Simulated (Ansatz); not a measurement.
# How Y (P6_3/mmc) stiffens under pressure

```
Y
1.0
     3.59199    0.00000    0.00000
    -1.79600    3.11076    0.00000
     0.00000    0.00000    5.61408
Y
2
Direct
  0.33333 0.66667 0.25000
  0.66667 0.33333 0.75000
```

This is the zero-pressure cell. At each pressure cell and atoms are relaxed in this structure, and the constants are slopes of the stress at strains of ±0.005 with relaxed ions (the coefficients that govern stability under load). Level: PBEsol, PAW on Ansatz 0.2.0's default frozen-core files (fitted under PBE), scalar-relativistic; k mesh 16×16×8, strains of ±0.005, Fermi-Dirac smearing of 0.100 eV, cutoff 420 eV. P is the pressure of the relaxed cell, less that of this one.

```
P (GPa)    V/V₀  C11 (GPa)  C12 (GPa)  C13 (GPa)  C33 (GPa)  C44 (GPa)
   0.00  1.0000       77.1       25.1       23.3       82.5       25.6
   0.98  0.9777       80.2       27.2       25.9       87.2       26.1
   1.97  0.9570       83.2       29.2       28.4       91.5       26.5
   3.98       ?          ?          ?          ?          ?          ?
   6.97  0.8726       97.6       39.6       41.1      111.6       26.6
   9.97  0.8330      106.4       45.9       48.6      122.7       25.9
  14.99  0.7791      120.8       56.7       61.0      141.0       24.7
```

Q: Does the bulk modulus from the constants agree with the pressure-volume curve?

A: A third-order Birch-Murnaghan fit to the volumes shown (F against f, f = [(V₀/V)^(2/3) − 1]/2) gives B₀ = 42.1 GPa and B′ = 3.0. Its −V dP/dV stands beside the Reuss value 1/ΣS_ij (i, j ≤ 3):

```
P (GPa)  from P(V)  from the constants
   0.00       42.1                42.2
   0.98       45.0                45.0
   1.97       47.8                47.7
   6.97       61.1                60.9
   9.97       68.3                68.7
  14.99       79.3                81.6
```

Q: What are the pressure derivatives at zero pressure?

A: Slopes at V₀ of quadratic fits in −ln(V/V₀) through the first four rows shown, divided by B₀: dC11/dP = 3.2, dC12/dP = 2.1, dC13/dP = 2.6, dC33/dP = 4.8, dC44/dP = 0.6. The mean slopes up to 2.0 GPa are 3.1, 2.1, 2.6, 4.6, 0.4; curvature and scatter of the constants part the two.

Q: Fill the row at 3.98 GPa.

A: Cubic fits in −ln(V/V₀) through all rows shown give C11 = 89.0, C12 = 33.4, C13 = 33.5, C33 = 99.9, C44 = 26.8 GPa. Computed: V/V₀ = 0.9196, C11 (GPa) = 89.0, C12 (GPa) = 33.3, C13 (GPa) = 33.6, C33 (GPa) = 99.9, C44 (GPa) = 26.7.

Q: Does a shear stiffness soften?

A: C44 goes from 25.6 to 24.7 GPa, through a maximum of 26.7 near 4 GPa; (C11 − C12)/2 goes from 26.0 to 32.0 GPa. C44 softens under pressure, though the lattice stays mechanically stable over this range.

Limits of these numbers: no other phase was computed; many crystals of this kind change structure within this range, and rows or crossings beyond such a change describe a metastable lattice; frozen-core PAW files fitted under PBE, their cores solved anew for the functional of the run; responses of metals move with mesh and smearing; elastic stability says nothing of phonons or of other phases; phonons weren't checked at these pressures.
